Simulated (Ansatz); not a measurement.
Computed energy against volume: SnP3 (space group R-3m)

SnP3 (space group R-3m)

```xyz
8
Lattice="3.6909 2.1309 3.4268 -3.6909 2.1309 3.4268 0.0000 -4.2618 3.4268" Properties=species:S:1:pos:R:3 pbc="T T T"
Sn     0.0000     0.0000     7.6302
Sn     0.0000     0.0000     2.6504
P      0.0000    -2.3095     3.9699
P      0.0000     2.3095     6.3106
P      2.0001     1.1547     3.9699
P     -2.0001    -1.1547     6.3106
P     -2.0001     1.1547     3.9699
P      2.0001    -1.1547     6.3106
```

E(V) scan at fixed shape, V₀ the volume above. The atoms relax within the cell's symmetry.

Calculation: PBEsol (plane waves to 420 eV, PAW, scalar-relativistic; Ansatz, a program for electronic structure). k mesh 9×9×9 (Γ-centred), Fermi-Dirac smearing 0.05 eV. The energy includes the smearing's −TS. Compression counts positive. With the shape held, the modulus is that of even scaling; a crystal free to change shape is softer. SnP3 was relaxed with its symmetry unable to fall. The zero of ΔE is the relaxed starting cell.

```csv
V (Å³/cell),ΔE (eV/atom),P (GPa)
152.01,0.014,3.9
154.43,0.008,2.8
156.86,0.003,1.8
159.28,0.001,0.8
161.71,0.000,0.0
164.14,0.001,-0.8
166.56,0.003,-1.5
168.99,0.006,-2.1
171.41,0.011,-2.7
```

Read from the data:

| Quantity | Value |
|---|---|
| Pressure at the smallest volume | 3.9 GPa |
| Energy cost of the largest compression | 14 meV/atom |
| Energy cost of the largest expansion | 11 meV/atom |
| Bulk modulus at fixed cell shape B₀ (third-order Birch-Murnaghan fit) | 54.1 GPa |
| Pressure derivative B₀′ (fit) | 4.6 |
| Equilibrium volume of the fit | 20.21 Å³/atom |
| Pressure for 5 % compression (fit) | 3.1 GPa |

(Under strain, the slope of the energy per volume gives the stress and its curvature an elastic modulus.)
